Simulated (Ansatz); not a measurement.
WSe2 in space group P6_3/mmc (No. 194; W on 2c, Se on 4f), r²SCAN+D4 (plane waves, PAW; program Ansatz). The conduction-band minimum lies on the K–Γ line, 46 % of the way from K, with 6 equivalent valleys. Second derivatives d²E/dk² of the lowest band at one valley (eV·Å²), along Cartesian directions:

| direction | d²E/dk² |
|---|---|
| [100] | 13.91 |
| [010] | 15.37 |
| [001] | 16.03 |
| [110] | 15.91 |
| [101] | 14.97 |
| [011] | 15.71 |

**Question.** Find the principal effective masses, the density-of-states mass and the conductivity mass.

**Answer.** Off-diagonal terms follow from H_xy = H[110] − (H_xx + H_yy)/2, and m*/mₑ = 7.620 eV·Å² over each eigenvalue: 0.47, 0.48, 0.58. One valley's DOS mass (m₁m₂m₃)^(1/3) = 0.51, conductivity mass 3/(Σ 1/mᵢ) = 0.50 mₑ.

**Question.** What effective density of states Nc follows at 300 K for parabolic valleys?

**Answer.** Nc = 2.509e19 × 6 × (0.51)^(3/2) ≈ 5.5e19 cm⁻³.

**Question.** With the computed static dielectric constant 11.7 (mean of the diagonal), estimate a hydrogenic donor's binding energy and radius.

**Answer.** E = 13.606 eV × 0.50/11.7² ≈ 50 meV; a = 0.529 Å × ε/m* ≈ 12 Å. Semilocal masses tend to be too small where the gap is.

Symmetry was held in the r²SCAN+D4 relaxation; phonons on a q-mesh show no instability. The run is not spin-polarised. Spin–orbit coupling is left out wherever it is not named.

Potentials: the later of the program's two PAW sets.
